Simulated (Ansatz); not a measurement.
Values for one crystal, relaxed and computed with the program Ansatz at the r²SCAN+D4 level (PAW); other levels are named.

```yaml
volume_per_atom: 11.80 Å³
band_gap: 1.64 eV (indirect)
valence_band_maximum: at A (k = 0.000, 0.000, 0.500)
Formation energy from the elements (no fitted shifts): -221 kJ/mol of atoms
hole_effective_mass: 0.49, 0.72, 20 mₑ (principal values)
smallest_direct_gap_on_the_standard_path: 1.79 eV
electron_effective_mass: 0.88, 2.3, 23 mₑ (principal values)
```

Problem. Which of these materials gives this?
(A) MgO, rock salt
(B) V2O5, C2/m (V on 4i, O on 2c, O on 4i, O on 4i)
(C) CrClO, Pmmn (Cr on 2a, Cl on 2b, O on 2b)
(D) LaBi2ClO4, P4/mmm (La on 1a, Bi on 2h, Cl on 1b, O on 4i)

Solution. B, V2O5, C2/m (V on 4i, O on 2c, O on 4i, O on 4i)

The workflow started from a Materials Project entry (that database holds measured and hypothetical structures alike); the Crystallography Open Database copy checked does not list it. COD files the formula under space group No. 31, 59, so this cell is another polymorph or a model. Whether it is the stable phase at ambient conditions was not checked. Symmetry was held in the r²SCAN+D4 relaxation; whether a distortion lowers the energy is not shown. The run is not spin-polarised. No Hubbard U is applied. The references are the lowest solids computed at this level, not always the standard phases (solids in place of the gases).

Potentials: the later of the program's two PAW sets.
